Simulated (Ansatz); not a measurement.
Here is the system:

Starting cell, Nb (bcc, W type):

```
Nb
1.0
   -3.30269     3.30269     3.30269
    1.65135    -1.65135     1.65135
    1.65135     1.65135    -1.65135
Nb
2
Direct
  0.00000   0.00000   0.00000
  0.50000   0.00000   0.00000
```

In each cell atom 2 (Nb, nearest neighbour Nb at 2.860 Å; its periodic images, 2.9 Å or more away, move with it) moves by s·(-0.577, -0.577, 0.577) (along a lattice vector), the rest being held.

Method: r2SCAN (plane waves to 500 eV, PAW, scalar-relativistic; Ansatz, a first-principles code). k mesh 8×16×16 (Γ-centred), Fermi-Dirac smearing 0.05 eV. E stands for the smeared free energy. With partly filled bands, energies and forces of such displacements shift with the k mesh and the smearing. On this mesh the relaxed cell isn't quite at rest: it carries a pressure of -0.1 GPa (compression positive) at the zero of the scan. Nb is run without spin polarisation. Nb was relaxed with its symmetry unable to fall. ΔE is measured from the undisplaced structure.

The scan covers s from -0.860 to 0.860 Å in 11 points.

Q: Is this a single well or a double well?

A: A single well with its minimum at or next to zero displacement.

Q: Is the energy the same for equal positive and negative displacements?

A: Even: the same for both signs. With its periodic images moving along, the atom's site symmetry in this cell is mmm.

Q: What force acts on the atom along the line at s = -0.860 Å?

A: 0.343 eV/Å.

Q: What is the energy change at s = 0.860 Å?

A: 616 meV/cell.

Q: What is the force constant k = d²E/ds² of this move at s = 0?

A: 3.79 eV/Å².

(A displaced cell: forces are minus the slopes of the energy, force constants its curvatures, and phonons follow from these.)
